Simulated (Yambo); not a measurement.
Sr2MoZnO6 (space group Fm-3m, No. 225); a = 5.690 Å, b = 5.690 Å, c = 5.690 Å, α = 60.00°, β = 60.00°, γ = 60.00°. With the G0W0 scissor the direct gap on the mesh is 3.59 eV.

Q: Does this run resolve the lowest exciton, and if so, what are its energy and binding? (Yambo, PBEsol bands; 4×4×4 mesh, 20 valence and 6 conduction bands, static screening with 92 bands and a 3 Ry block, scissor 1.40 eV, Tamm-Dancoff.)

A: The mesh holds a bound state, but the numbers are provisional. These are vertical excitations (zero momentum). The lowest state lies at 2.77 eV (dark for light along x), the direct quasiparticle gap on this mesh at 3.59 eV. Its binding energy, counted from that gap, is 0.82 eV; it spreads over about 46 k points of the mesh. Convergence with the mesh was not shown. The first optically allowed state is at 3.11 eV. The scissor comes from a G0W0 run whose convergence isn't established. Spin-orbit splittings are left out.

Geometry of the Materials Project entry, not relaxed at this level.

With a shallow 3d shell G0W0 needs far more bands and larger blocks than here, so the scissor is uncertain by tenths of an eV or more.
